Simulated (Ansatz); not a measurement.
The cell of Ga3Se is invented: random cell by space group and Wyckoff sites (R-3m, No. 166). Lengths were set from tabulated atomic sizes, so they are only a guess.

```cif
data_structure
_symmetry_space_group_name_H-M 'P 1'
_symmetry_Int_Tables_number 1
_cell_length_a 6.3942
_cell_length_b 6.3942
_cell_length_c 6.3942
_cell_angle_alpha 41.137
_cell_angle_beta 41.137
_cell_angle_gamma 41.137
_cell_volume 102.17
loop_
_atom_site_label
_atom_site_type_symbol
_atom_site_fract_x
_atom_site_fract_y
_atom_site_fract_z
_atom_site_occupancy
Ga1 Ga 0.81187 0.81187 0.81187 1
Ga2 Ga 0.18813 0.18813 0.18813 1
Ga3 Ga 0.00000 0.00000 0.00000 1
Se1 Se 0.50000 0.50000 0.50000 1
```

All numbers below come from DFT PBE, scalar-relativistic, plane waves, PAW in Ansatz 0.2.0. Cutoff 420 eV, Gaussian smearing, Γ-centred meshes. Cell and atoms relax first on a coarse mesh and then on a finer one. In between, the cell is made exact in the group found at 0.06 Å. In metals the finer mesh still leaves noise of several meV/atom or more. The steps can't lower the symmetry of their start. No spin polarisation.

A guess keeps its type if space group and coordination stay and the shape of the cell changes little (axis ratios within about 15 %, angles within 6°); the volume may change.

Question: Does it keep its structure type, or change into something else?

Answer: It doesn't keep its type. The symmetry stays R-3m (No. 166). The volume per atom shrinks by 18.1 %, from 25.5 to 20.9 Å³. The shortest distance goes from 2.62 Å (Ga–Se) to 2.75 Å (Ga–Se). The ratio c/a of the conventional cell changes by a factor of 1.43. Counting neighbours within 15 % of an atom's shortest distance, the start has Ga 6/8, Se 6 and the end Ga 6, Se 6. In detail, at the end Ga on a site of symmetry 3m has 3 Se at 2.75 Å and 3 Ga at 2.79 Å; Ga on a site of symmetry -3m is surrounded by 6 Ga at 2.79 Å; around Se lie 6 Ga at 2.75 Å.

```
CELL_PARAMETERS angstrom
1.86506 1.07679 6.93999
-1.86506 1.07679 6.93999
0.00000 -2.15358 6.93999
ATOMIC_POSITIONS crystal
Ga 0.75155 0.75155 0.75155
Ga 0.24845 0.24845 0.24845
Ga 0.00000 0.00000 0.00000
Se 0.50000 0.50000 0.50000
```

Energies over the elements count from the elements' standard structures at the same level, with no fitted energy shifts.

Question: At what energy does it end?

Answer: −0.15 eV/atom. Whether it is stable depends on the other phases of the system, which aren't compared here.

The last run used a 12×12×12 mesh for its 4-atom cell and Gaussian smearing of 0.10 eV. An odd number of electrons in the primitive cell allows no gap without spin; a larger cell or a magnetic state could open one. The reference form of Se is held partly by dispersion forces, which this level lacks. A structure relaxed within its symmetry needn't be a true minimum.

In counts of neighbours, a slash parts the counts of unlike sites.
